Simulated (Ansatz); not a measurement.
PbSe:
```xyz
2
Lattice="3.7667 2.1755 0.0000 -3.7667 2.1755 0.0000 -2.5130 0.0000 3.5519" Properties=species:S:1:pos:R:3 pbc="T T T"
Pb    -1.2200     2.1755     1.8105
Se    -3.7325     2.1755     0.0366
```

Relaxed with r²SCAN+D4. Independent-particle spectrum: no excitons, no local fields, no scissors shift; 0.1 eV broadening; ε₁ of the summed bands alone.

Task: Tabulate the dielectric function from r²SCAN+D4 in the plane-wave PAW code Ansatz.

Result: 

```csv
E (eV),ε₁ xx,ε₂ xx
0.0,17.07,0.00
0.4,17.54,0.00
0.8,19.08,0.77
1.2,21.19,2.10
1.6,24.29,4.91
2.0,27.60,11.18
2.4,29.88,23.75
2.8,14.23,43.87
3.2,-12.91,28.22
3.6,-9.47,16.37
4.0,-9.58,11.59
4.4,-7.89,7.37
4.8,-6.02,5.02
5.2,-4.49,3.71
5.6,-3.16,2.87
6.0,-2.06,2.70
6.4,-1.41,2.29
6.8,-0.50,2.32
7.2,0.16,2.82
7.6,-1.05,2.61
8.0,0.54,3.04
8.4,-0.43,4.54
8.8,-1.47,2.79
9.2,-1.23,2.41
9.6,-0.67,2.42
10.0,-0.93,2.12
10.4,-0.99,2.31
10.8,-1.00,1.88
11.2,-0.95,1.63
11.6,-0.86,1.53
12.0,-0.81,1.38
```

Task: From ε at 2.1 eV (xx: 28.51 + 13.17i), find n, k, the normal reflectivity and the absorption coefficient.

Result: n = 5.47, k = 1.203, R = 49 %, α = 2kE/ħc = 260000 cm⁻¹.

With all bands, ε∞ without local fields is 17.2.

Space group Fm-3m (rock salt). The cell was relaxed with r²SCAN+D4 under the symmetry of its start; of distortions, only those at the zone centre were tested. Scalar-relativistic: spin–orbit coupling is off unless named, which matters more the heavier the elements.

Potentials: the later of the program's two PAW sets.
